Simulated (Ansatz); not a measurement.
MgS (rock salt, space group No. 225), PBE (plane waves, PAW; program Ansatz): ε∞ = 5.41, cell volume 35.76 Å³. Infrared-active transverse modes:

```csv
ω_TO (cm⁻¹),oscillator strength S_xx (e²/amu)
223.7,0.3980
```

Problem. Compute the static dielectric constant.

Solution. Each mode adds (4.921e7/V) S/ω²: 10.94. So ε0 = 16.4.

Problem. What LO frequency does the Lyddane–Sachs–Teller relation give?

Solution. ω_LO = ω_TO √(ε0/ε∞) = 389 cm⁻¹.

Space group Fm-3m (rock salt). The cell was relaxed with PBE under the symmetry of its start; phonons on a q-mesh show no instability.

Potentials: the later of the program's two PAW sets.
